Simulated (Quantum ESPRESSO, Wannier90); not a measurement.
## Wannierisation of TiO2 (P2₁/c)

```yaml
crystal:
  lattice:
    - [4.81270, 0.00000, 0.00000]
    - [0.00000, 4.87188, 0.00000]
    - [-0.86289, 0.00000, 4.96659]
  atoms:
    - { symbol: Ti, position: [0.27744, 0.44719, 0.71315] }
    - { symbol: Ti, position: [0.72256, 0.55281, 0.28685] }
    - { symbol: Ti, position: [0.72256, 0.94719, 0.78685] }
    - { symbol: Ti, position: [0.27744, 0.05281, 0.21315] }
    - { symbol: O, position: [0.44536, 0.74237, 0.96677] }
    - { symbol: O, position: [0.55464, 0.25763, 0.03323] }
    - { symbol: O, position: [0.55464, 0.24237, 0.53323] }
    - { symbol: O, position: [0.44536, 0.75763, 0.46677] }
    - { symbol: O, position: [0.06384, 0.32303, 0.35156] }
    - { symbol: O, position: [0.93616, 0.67697, 0.64844] }
    - { symbol: O, position: [0.93616, 0.82303, 0.14844] }
    - { symbol: O, position: [0.06384, 0.17697, 0.85156] }
```

Materials Project entry mp-430; symmetrised, unrelaxed at this level. COD (Crystallography Open Database) has the formula in 6 space groups, this one among them (matched by group alone). Method: PBEsol plane waves in Quantum ESPRESSO 7.5 (PseudoDojo norm-conserving files, 68 Ry, no spin polarisation, no spin-orbit coupling), Bloch states on a 4×4×4 mesh through Γ, Wannier90 4.0.1. Density: 8×6×6 mesh, cold smearing 0.01 Ry.

The plane-wave run has 96 bands and 96 electrons a cell. On the energy scale of pw.x, whose zero is arbitrary, the valence-band maximum lies at 10.15 eV.

Isolated groups of bands, relative to the valence-band maximum (bands from 69 on overlap up to the last one computed):

```tsv
bands	from (eV)	to (eV)	filling	weight on atomic waves
1–4	-56.38	-56.34	filled	Ti 3s 97 %
5–16	-32.95	-32.59	filled	Ti 3p 98 %
17–24	-18.47	-16.03	filled	O 2s 84 %, Ti 3d 7 %, Ti 4s 6 %
25–48	-5.84	0.00	filled	O 2p 80 %, Ti 3d 17 %
49–68	2.28	7.02	empty	Ti 3d 76 %, O 2p 19 %
```

Input w.win, without the blocks of cell, atoms and k-points (64 lines):

```
num_bands = 72
num_wann = 45
exclude_bands = 1-24
num_iter = 1000
conv_tol = 1.0e-6
conv_window = 4
dis_num_iter = 1000
dis_conv_tol = 1.0e-6
dis_froz_max = 13.93
write_hr = true
write_u_matrices = true
begin projections
f=0.28042,0.45002,-0.27725: d
f=-0.28619,-0.44677,0.27990: d
f=-0.27750,-0.04279,-0.21529: d
f=0.27424,0.06088,0.20729: d
f=0.43544,-0.25924,-0.03783: p
f=-0.45293,0.25649,0.02518: p
f=-0.45471,0.24710,-0.46865: p
f=0.44525,-0.24929,0.47408: p
f=0.05475,0.31783,0.35030: p
f=-0.07168,-0.32889,-0.35629: p
f=-0.07161,-0.17861,0.15369: p
f=0.05987,0.17530,-0.15814: p
end projections
mp_grid = 4 4 4
```

Task: Check the input against the numbers above: what is wrong, and how is it mended?

Result: wannier90.x -pp stops with:
```
w90_readwrite_get_projections: too few projection functions defined
```
The projections block defines fewer trial orbitals than num_wann. Mended as below, all else unchanged, the run goes through (Ω_I = 29.7 Å²) and follows the plane-wave bands to 0.3 meV rms (states up to 3.3 eV relative to the valence-band maximum).
```
num_wann = 44
```
